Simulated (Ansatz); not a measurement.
## Every step of a relaxation of fcc Ni (100), 4 layers

DFT, PBE, PAW with Ansatz's default frozen-core files, scalar-relativistic (Ansatz 0.2.0); a Γ-centred 16×16×1 k mesh, Fermi–Dirac smearing of 0.1 eV, spin-polarised from start moments Ni1 1, Ni2 1, Ni3 1, Ni4 1 μB. The run relaxes the atoms in the fixed cell.

Command: `ansatz run input.yaml --threads 2 --pin off --max-ram 6144MiB --backend cpu --events-out ev --progress --plain --runs-dir out` It took 2.8 min on 2 threads of Arm Neoverse V1, on a shared host, peak memory 0.65 GiB.

```yaml
crystal:
  lattice:
    - [2.4893867674, 0.0, 0.0]
    - [0.0, 2.4893867674, 0.0]
    - [0.0, 0.0, 21.2808]
  atoms:
    - { symbol: Ni, position: [0.25, 0.25, 0.3759260274], spin: 1.0 }
    - { symbol: Ni, position: [0.75, 0.75, 0.4586420088], spin: 1.0 }
    - { symbol: Ni, position: [0.25, 0.25, 0.5413579907], spin: 1.0 }
    - { symbol: Ni, position: [0.75, 0.75, 0.6240739726], spin: 1.0 }
magnetization:
  spin_polarized: true
kpoints:
  mp_grid: { grid: [16, 16, 1] }
scf:
  occupations: { method: fermi_dirac, width: 0.1 }
hamiltonian:
  xc: pbe
  pseudopotentials: { kind: paw }
output:
  forces: true
  stress: true
  eigenvalues: true
relax:
  f_tol: 0.01
  max_steps: 40
efield:
  axis: 3
  amplitude: 0
  dipole_correction: true
```

Each step lists its free energy a cell above the last geometry, and Cartesian positions (Å) with forces (eV/Å).

The first step:

```
step 1  dF = 22.28 meV
  Ni 0.6223 0.6223 8.0000   0.0000 0.0000 0.3178
  Ni 1.8670 1.8670 9.7603   0.0000 0.0000 -0.3885
  Ni 0.6223 0.6223 11.5205   0.0000 0.0000 0.3886
  Ni 1.8670 1.8670 13.2808   0.0000 0.0000 -0.3179
```

The magnetic state is the one reached from the start moments; other orders weren't searched.

Q: Where does the relaxation end, and by which steps?

A: After 4 geometries, with a shortest distance of 2.444 Å and a cell moment of 2.72 μB. The further steps:
```
step 2  dF = 9.63 meV
  Ni 0.6223 0.6223 8.0206   0.0000 0.0000 0.2092
  Ni 1.8670 1.8670 9.7576   0.0000 0.0000 -0.2763
  Ni 0.6223 0.6223 11.5232   0.0000 0.0000 0.2762
  Ni 1.8670 1.8670 13.2602   0.0000 0.0000 -0.2093
step 3  dF = 0.05 meV
  Ni 0.6223 0.6223 8.0530   0.0000 0.0000 -0.0147
  Ni 1.8670 1.8670 9.7456   0.0000 0.0000 0.0214
  Ni 0.6223 0.6223 11.5352   0.0000 0.0000 -0.0215
  Ni 1.8670 1.8670 13.2278   0.0000 0.0000 0.0147
step 4  dF = 0.00 meV
  Ni 0.6223 0.6223 8.0513   0.0000 0.0000 0.0000
  Ni 1.8670 1.8670 9.7466   0.0000 0.0000 -0.0004
  Ni 0.6223 0.6223 11.5342   0.0000 0.0000 0.0004
  Ni 1.8670 1.8670 13.2295   0.0000 0.0000 0.0000
```
